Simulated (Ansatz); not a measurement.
KMgF$_{3}$:
```cif
data_F3KMg
_chemical_formula_sum 'K1 Mg1 F3'
_space_group_name_H-M_alt 'Pm-3m'
_space_group_IT_number 221
_space_group_name_Hall '-P 4 2 3'
_cell_length_a 4.05424
_cell_length_b 4.05424
_cell_length_c 4.05424
_cell_angle_alpha 90.000
_cell_angle_beta 90.000
_cell_angle_gamma 90.000
loop_
_atom_site_label
_atom_site_type_symbol
_atom_site_symmetry_multiplicity
_atom_site_Wyckoff_symbol
_atom_site_fract_x
_atom_site_fract_y
_atom_site_fract_z
_atom_site_occupancy
K1 K 1 b 0.50000 0.50000 0.50000 1
Mg1 Mg 1 a 0.00000 0.00000 0.00000 1
F1 F 3 d 0.00000 0.00000 0.50000 1
```

Relaxed with PBE.

**Question.** Tabulate the valence density and the electron localisation function along the shortest K–Mg contact (3.51 Å), PBE (plane waves, PAW; program Ansatz).

**Answer.** 

```csv
distance from K (Å),density (e/Å³),ELF
0.35,4.00,0.78
0.53,3.02,0.86
0.70,1.74,0.88
0.88,0.80,0.83
1.05,0.32,0.64
1.23,0.13,0.23
1.40,0.06,0.04
1.58,0.04,0.01
1.76,0.04,0.01
1.93,0.04,0.02
2.11,0.05,0.02
2.28,0.06,0.02
2.46,0.07,0.01
2.63,0.14,0.03
2.81,0.55,0.22
2.98,3.50,0.42
3.16,12.49,0.38
```

The density is the valence pseudo-density with augmentation charge, so density and ELF within about 1 Å of a nucleus are not all-electron values.

Symmetry was held in the PBE relaxation; phonons on a q-mesh show no instability.

Potentials: the later of the program's two PAW sets.
